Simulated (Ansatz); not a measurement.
CuI (zinc blende)

```
CELL_PARAMETERS angstrom
      0.00000     6.07934     6.07934
      3.03967     0.00000     3.03967
      3.03967     3.03967     0.00000
ATOMIC_POSITIONS crystal
  I  0.37500 0.75000 0.75000
  I  0.87500 0.75000 0.75000
  Cu 0.00000 0.00000 0.00000
  Cu 0.50000 0.00000 0.00000
```

In each cell atom 2 (I, nearest neighbour Cu at 2.632 Å; its periodic images, 4.3 Å or more away, move with it) moves by s·(1.000, 0.000, 0.000) (along Cartesian x), the rest being held.

All values below come from PBE (plane waves to 420 eV, PAW, scalar-relativistic; Ansatz, a quantum-chemistry and plane-wave program). k mesh 4×8×8 (Γ-centred), Fermi-Dirac smearing 0.05 eV. Energies are smeared free energies. Stress and pressure are positive under compression. F∥ is the force on the atom along that direction. F⊥ is the part of the force across the line. CuI is run without spin polarisation. CuI was relaxed with its symmetry unable to fall. Spin-orbit coupling is left out, though I is heavy. The zero of ΔE is the undisplaced structure.

```tsv
s (Å)	ΔE (meV/cell)	|F⊥| (eV/Å)	F∥ (eV/Å)	P (GPa)
-0.260	121.4	0.232	0.936	0.70
-0.208	77.7	0.186	0.748	0.45
-0.156	43.7	0.140	0.560	0.25
-0.104	19.4	0.093	0.373	0.11
-0.052	4.9	0.047	0.187	0.02
0.000	0.0	0.000	0.000	-0.01
0.052	4.9	0.047	-0.188	0.02
0.104	19.5	0.094	-0.376	0.11
0.156	44.0	0.141	-0.567	0.25
0.208	78.5	0.189	-0.759	0.44
0.260	123.0	0.238	-0.951	0.69
```

Read from the data:

| Property | Result |
|---|---|
| Energy at s = 0.260 Å | 123.0 meV/cell |
| Force along the line at s = -0.260 Å | 0.936 eV/Å |
| Shape of the curve | a single well with its minimum at or next to zero displacement |
| Force constant k = d²E/ds² at s = 0 (finite differences) | 3.60 eV/Å² |
| Harmonic estimate at the end of the scan | ½ks² = 121.6 meV/cell against the computed 123.0 meV/cell, so the well is close to harmonic there |

(A displaced cell: forces are minus the slopes of the energy, force constants its curvatures, and phonons follow from these.)
